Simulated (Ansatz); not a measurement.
PtS$_{2}$ (CdI2 type)

```xyz
3
Lattice="3.5523 0.0000 0.0000 -1.7761 3.0764 0.0000 0.0000 0.0000 5.1280" Properties=species:S:1:pos:R:3 pbc="T T T"
Pt     0.0000     0.0000     0.0000
S      0.0000     2.0509     1.2259
S      1.7761     1.0255     3.9021
```

The slice is a (0001) plane (indices of the conventional cell) through the point (0.000, 0.000, 0.000) (fractional), spanned by u = [110] and v = [1 -1 0] in vectors of this cell: u (3.55 Å) and v (6.15 Å, at 90° to u). It covers one period; positions are fractions (u, v).

These are r2SCAN+rVV10 (plane waves to 500 eV, PAW, scalar-relativistic; Ansatz, a program for electronic structure) values and carry that method's errors. k mesh 11×11×7. Inside the PAW spheres the values are not all-electron values, and peaks at nuclei hang on which shells count as valence. PtS2 is run without spin polarisation. PtS2 was relaxed with its symmetry unable to fall. Spin-orbit coupling is left out, though Pt is heavy.

### Question
Sketch the density of the lowest conduction band (whole band as if filled, smooth part) on this plane as a map.

### Answer
```
|--**@@--          --@@**|
|@@@@++..  ......  ..++@@|
|----..    ::::::    ..--|
|          ..::..        |
|..          ..          |
|::..                  ..|
|::::    ..------..    ::|
|....  ..++@@@@@@++..  ..|
|      --@@**--**@@--    |
|      ++@@::  ::@@++    |
|      --@@**--**@@--    |
|....  ..++@@@@@@++..  ..|
|::::    ..------..    ::|
|::..                  ..|
|..          ..          |
|          ..::..        |
|----..    ::::::    ..--|
|@@@@++..  ......  ..++@@|
|--**@@--          --@@**|
|  ::@@++          ++@@::|
```
Scale: ten equal steps from 0.002 (start of ' ') to 0.108 (end of '@'), in the order ' .:-=+*#%@'. Values: density of the lowest conduction band (whole band as if filled, smooth part) in e/Å³. The map has 12 points along u (two characters each, u = 0 at the left) and 20 along v (v = 0 in the bottom row).
